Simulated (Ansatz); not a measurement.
**Question.** Each is relaxed and computed with PBEsol in the plane-wave PAW code Ansatz. Which is the only metal?
(A) Nb2AlB2, P-6m2 (Nb on 2h, Al on 1a, B on 1b, B on 1f)
(B) CaAlO2F, P4/mmm (Ca on 1d, Al on 1a, O on 2f, F on 1b)
(C) Al3BC3, P6_3cm (Pearson symbol hP42)
(D) AlBN2, chalcopyrite

**Answer.** A, Nb2AlB2, P-6m2 (Nb on 2h, Al on 1a, B on 1b, B on 1f). Nb2AlB2: metal; AlBN2: gap 2.69 eV (direct); Al3BC3: gap 1.64 eV (indirect); CaAlO2F: gap 3.38 eV (indirect). Typed or built starts, not in the databases checked: Nb2AlB2, P-6m2 (Nb on 2h, Al on 1a, B on 1b, B on 1f); AlBN2, chalcopyrite; CaAlO2F, P4/mmm (Ca on 1d, Al on 1a, O on 2f, F on 1b). Standing as an ambient phase not checked: Al3BC3, P6_3cm (Pearson symbol hP42). Unstable at this level: CaAlO2F, P4/mmm (Ca on 1d, Al on 1a, O on 2f, F on 1b). All cells were relaxed under the symmetry of their starts (and spin orders); stability against distortions was not tested throughout. Named crystals with no word on spin ran without spin polarisation. Scalar-relativistic: spin–orbit coupling is off unless named, which matters more the heavier the elements.

Potentials: the earlier of the program's two PAW sets. The files were generated under PBE; for other functionals the program regenerates the frozen cores, and for LDA and PBEsol the local potential too.
